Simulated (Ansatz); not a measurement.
AgI:
```cif
data_Ag4I4
_chemical_formula_sum 'Ag4 I4'
_space_group_name_H-M_alt 'P 1'
_space_group_IT_number 1
_cell_length_a 4.32688
_cell_length_b 4.32688
_cell_length_c 14.38143
_cell_angle_alpha 90.000
_cell_angle_beta 90.000
_cell_angle_gamma 120.000
loop_
_space_group_symop_operation_xyz
  'x, y, z'
loop_
_atom_site_label
_atom_site_type_symbol
_atom_site_fract_x
_atom_site_fract_y
_atom_site_fract_z
_atom_site_occupancy
Ag1 Ag 0.00000 0.00000 0.32363 1
Ag2 Ag 0.00000 0.00000 0.82363 1
Ag3 Ag 0.66667 0.33333 0.42655 1
Ag4 Ag 0.33333 0.66667 0.92655 1
I1 I 0.00000 0.00000 0.01800 1
I2 I 0.00000 0.00000 0.51800 1
I3 I 0.66667 0.33333 0.23181 1
I4 I 0.33333 0.66667 0.73181 1
```

Relaxed with LDA.

Task: Which orbitals make up the states near the band edges in the program Ansatz at the LDA level (PAW)?

Result: Top 1 eV of the valence band: I 5p 70 %, Ag 4d 27 %. Bottom 1 eV of the conduction band: Ag 5s 49 %, I 5p 37 %, I 5s 11 %. Projections are on Löwdin-orthogonalised atomic valence shells; empty p or d shells of many metals are not among them.

Task: Tabulate the density of states.

Result: States/eV per cell of 8 atoms, in 0.25 eV bins, energy from the valence-band maximum.

```tsv
E (eV)	total	Ag 4d	I 5p	Ag 5s
-7.85	0.00	0.00	0.00	0.00
-7.60	0.00	0.00	0.00	0.00
-7.35	0.00	0.00	0.00	0.00
-7.10	0.00	0.00	0.00	0.00
-6.85	0.00	0.00	0.00	0.00
-6.60	0.00	0.00	0.00	0.00
-6.35	0.00	0.00	0.00	0.00
-6.10	0.00	0.00	0.00	0.00
-5.85	0.00	0.00	0.00	0.00
-5.60	0.00	0.00	0.00	0.00
-5.35	0.00	0.00	0.00	0.00
-5.10	8.67	3.79	3.75	0.98
-4.85	12.78	5.75	4.91	1.85
-4.60	17.63	10.26	5.93	1.17
-4.35	23.92	16.16	6.46	0.87
-4.10	31.89	24.91	4.98	1.26
-3.85	11.18	8.54	2.38	0.12
-3.60	16.26	12.24	3.71	0.17
-3.35	12.76	10.23	2.23	0.17
-3.10	20.21	17.98	1.93	0.11
-2.85	21.48	18.89	2.15	0.19
-2.60	3.25	2.03	1.02	0.13
-2.35	7.87	4.69	2.63	0.38
-2.10	6.93	3.30	3.15	0.28
-1.85	8.31	3.35	4.40	0.31
-1.60	8.04	2.83	4.72	0.23
-1.35	8.29	2.67	5.16	0.18
-1.10	8.85	2.65	5.75	0.14
-0.85	6.09	1.79	4.05	0.07
-0.60	10.26	3.03	6.97	0.07
-0.35	7.89	2.01	5.73	0.04
-0.10	3.43	0.76	2.63	0.01
0.15	0.00	0.00	0.00	0.00
0.40	0.00	0.00	0.00	0.00
0.65	0.00	0.00	0.00	0.00
0.90	0.00	0.00	0.00	0.00
1.15	0.00	0.00	0.00	0.00
1.40	0.02	0.00	0.01	0.01
1.65	0.13	0.00	0.05	0.07
1.90	0.32	0.00	0.12	0.15
2.15	0.46	0.01	0.17	0.22
2.40	0.79	0.01	0.29	0.38
2.65	2.93	0.05	0.95	1.49
2.90	5.02	0.10	1.65	2.44
3.15	4.41	0.10	1.31	2.16
3.40	2.02	0.05	0.45	0.99
3.65	4.02	0.09	0.76	1.82
3.90	5.57	0.10	1.02	2.54
4.15	6.05	0.09	1.00	3.01
4.40	4.78	0.07	0.47	1.08
4.65	6.09	0.07	0.52	1.21
4.90	4.06	0.03	0.22	0.42
5.15	0.88	0.00	0.02	0.02
5.40	1.29	0.01	0.03	0.02
5.65	7.92	0.04	0.21	0.32
5.90	6.84	0.03	0.16	0.18
```

Space group P6_3mc. The workflow started from a Materials Project entry (that database holds measured and hypothetical structures alike). Its sites differ from those of the usual phase in this space group: another stacking or structure type. The LDA relaxation kept the symmetry of its start; phonons on a q-mesh show no instability. The run is not spin-polarised. A crystal of weakly bound layers computed without a dispersion correction: the cell and the soft elastic constants depend strongly on that. Spin–orbit coupling is left out wherever it is not named.

Potentials: the earlier of the program's two PAW sets.
